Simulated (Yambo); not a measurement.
WO₃ (ReO3 type, space group Pm-3m, No. 221): the exchange self-energy on PBEsol orbitals (Yambo, 4×4×4 mesh) holds the Coulomb divergence, which is integrated with random points (RandQpts).

```
random points  exchange-only gap R → Γ (eV)  shift of the valence edge (eV)  gap against the reference (meV)
-------------  ----------------------------  ------------------------------  -------------------------------
1,000                                 10.47                           -4.86                              -68
10,000                                10.40                           -4.77                             -138
100,000                               10.55                           -5.02                               19
1,000,000                             10.54                           -5.00                                5
5,000,000                             10.53                           -4.99                        reference
```

From 100,000 points on, the gap stays within 20 meV of the run with most points. The error is statistical; each row is a single draw, so the rows fix no rate of convergence.

Spin-orbit coupling is not included.

Geometry relaxed with PBEsol; primitive cell a = b = c = 3.7950 Å, α = β = γ = 90.00°.

The structure is a Materials Project entry; no match was found in the copy of COD used, and its stability was not checked.

A shift is the quasiparticle energy of the state minus its PBEsol energy.
